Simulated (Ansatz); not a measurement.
Consider the following.

PbI$_{2}$:
```
CELL_PARAMETERS angstrom
      4.46951     0.00000     0.00000
     -2.23476     3.87071     0.00000
      0.00000     0.00000     6.78453
ATOMIC_POSITIONS crystal
  Pb 0.00000 0.00000 0.00000
  I  0.33333 0.66667 0.27454
  I  0.66667 0.33333 0.72546
```

This is the LDA-relaxed structure. x, y and z are the axes in which the lattice vectors are written.

Task: All from LDA (plane waves, PAW; program Ansatz), unless another level is named. Predict the Poisson's ratio.

Result: 0.30.

Task: Next, the highest zone-centre frequency (without LO–TO term)?

Result: 116 cm⁻¹.

Task: Give the elastic constants (relaxed ions, GPa).

Result: C11 = 30.7, C12 = 10.4, C13 = 11.8, C14 = -4.4, C33 = 23.0, C44 = 8.6.

Space group P-3m1 (CdI2 type). The cell was relaxed with LDA under the symmetry of its start; of distortions, only those at the zone centre were tested. A crystal of weakly bound layers computed without a dispersion correction: the cell and the soft elastic constants depend strongly on that. Scalar-relativistic: spin–orbit coupling is off unless named, which matters more the heavier the elements.

Potentials: the later of the program's two PAW sets.
